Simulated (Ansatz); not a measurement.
**Axial (c/a) deformation path in Co**

All numbers below come from DFT PBEsol, scalar-relativistic, plane waves, PAW (Ansatz 0.2.0). Cutoff 420 eV, Γ-centred 30×30×16 k-points, Gaussian smearing of 0.15 eV. Collinear spins, started from moments 1.8, 1.8 μB in atom order; the magnetic state may not be the lowest. Energies are free energies at this smearing, counted from the undisturbed cell; pressure is positive in compression.

Reference structure (relaxed at this level):

```yaml
crystal:
  lattice:
    - [2.45642, 0.00000, 0.00000]
    - [-1.22821, 2.12732, 0.00000]
    - [0.00000, 0.00000, 3.96941]
  atoms:
    - { symbol: Co, position: [0.33333, 0.66667, 0.25000] }
    - { symbol: Co, position: [0.66667, 0.33333, 0.75000] }
```

At fixed volume and fractional coordinates, lengths along (0.000, 0.000, 1.000) are scaled against those across it; ρ is that ratio over its starting value. The cell is metallic on the mesh throughout.

| ρ | ΔE (meV/atom) | pressure (GPa) | moment (μB/cell) |
| --- | --- | --- | --- |
| 0.850 | 173.6 | 5.5 | 2.98 |
| 0.920 | ? | 1.7 | ? |
| 0.960 | 12.2 | 0.4 | 3.12 |
| 1.000 | 0.0 | 0.0 | 3.14 |
| 1.050 | 17.4 | 0.9 | 3.17 |
| 1.100 | ? | 3.0 | ? |
| 1.200 | 240.2 | 10.5 | 3.23 |

Q: Give the withheld values.

A: ΔE (meV/atom) at ρ = 0.920: 49.4; moment (μB/cell) at ρ = 0.920: 3.10; ΔE (meV/atom) at ρ = 1.100: 66.4; moment (μB/cell) at ρ = 1.100: 3.20.

Cost: 7 runs of about 8.2 core-minutes in all, on Arm Neoverse V1 (shared hosts).